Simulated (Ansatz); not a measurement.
Te:
```
CELL_PARAMETERS angstrom
      0.00000     3.59146     3.59146
      3.59146     0.00000     3.59146
      3.59146     3.59146     0.00000
ATOMIC_POSITIONS crystal
  Te 0.00000 0.00000 0.00000
  Te 0.25000 0.25000 0.25000
```

Relaxed with PBE. Special points in fractions of this cell's reciprocal vectors: Γ (0.000, 0.000, 0.000); X (0.500, 0.000, 0.500); U (0.625, 0.250, 0.625); K (0.375, 0.375, 0.750); L (0.500, 0.500, 0.500); W (0.500, 0.250, 0.750).

Q: List the band energies nearest the Fermi level at these points for plane-wave PAW PBE (Ansatz code).

A: In eV from the Fermi level; about four levels below and three above (degenerate sets whole), none deeper than 8.9 eV; points with the same levels are listed once.

```json
[
 {"k": "Γ", "below": "-2.96 -2.96 -2.96 -0.67 -0.67 -0.67", "above": "3.71 6.03 6.03"},
 {"k": "X", "below": "-4.16 -4.16 -1.59 -1.59", "above": "1.89 1.89 5.14 5.14"},
 {"k": "U", "below": "-4.47 -3.99 -1.77 -0.57", "above": "1.36 1.45 4.38"},
 {"k": "L", "below": "-3.54 -3.54 -3.41", "above": "0.25 0.25 1.50"},
 {"k": "W", "below": "-4.32 -4.32 -0.99 -0.99", "above": "1.28 1.28 4.94 4.94"}
]
```

Space group Fd-3m (diamond). The start of the workflow was typed in or built on a structure type; neither database checked (COD, Materials Project) lists it. It is not the phase usual at ambient conditions (space group No. 152). Symmetry was held in the PBE relaxation; its stability against distortions is not shown here. The volume moved by 16 % from the start of the relaxation. Spin–orbit coupling is left out wherever it is not named.

Potentials: the earlier of the program's two PAW sets.
